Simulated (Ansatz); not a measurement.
A relaxed cell of Ca3Pb2 is given with its symmetry left out. The cell was found from a structure generator's guess, not taken from experiment.

Method: Ansatz, DFT PBE, scalar-relativistic, plane waves, PAW. Cutoff 420 eV, Γ-centred mesh, Gaussian smearing, no spin polarisation.

```
Ca Pb
1.0
     5.94732    0.00000    0.00000
     0.00000    5.94732    0.00000
     0.00000    0.00000    5.94732
Ca Pb
3 2
Cartesian
  2.9737 0.0000 0.0000
  0.0000 2.9737 0.0000
  0.0000 0.0000 2.9737
  0.0000 0.0000 0.0000
  2.9737 2.9737 2.9737
```

The zero of energy is the elements' standard structures at the same level; no fitted shifts are applied.

Problem. Find its symmetry and describe it.

Solution. Pm-3m (No. 221). Conventional cell: a = 5.947 Å. Ca is surrounded by 2 Pb at 2.97 Å, 4 Pb at 4.21 Å and 8 Ca at 4.21 Å; Pb on its first site has 6 Ca at 2.97 Å; Pb on its second site has 12 Ca at 4.21 Å.

Problem. What is its formation energy per atom?

Solution. −0.11 eV/atom. A negative formation energy is needed for stability but isn't enough: competing phases decide.

Problem. Is it a metal?

Solution. Yes, bands cross the Fermi level on the 6×6×6 mesh.

The last run used a 6×6×6 mesh for its 5-atom cell and Gaussian smearing of 0.10 eV. These runs have no spin–orbit coupling, which can matter for Pb. The cell is a metal run without spin; a magnetic state may lie lower. Symmetry constrained the relaxation, so the result can be a saddle point.
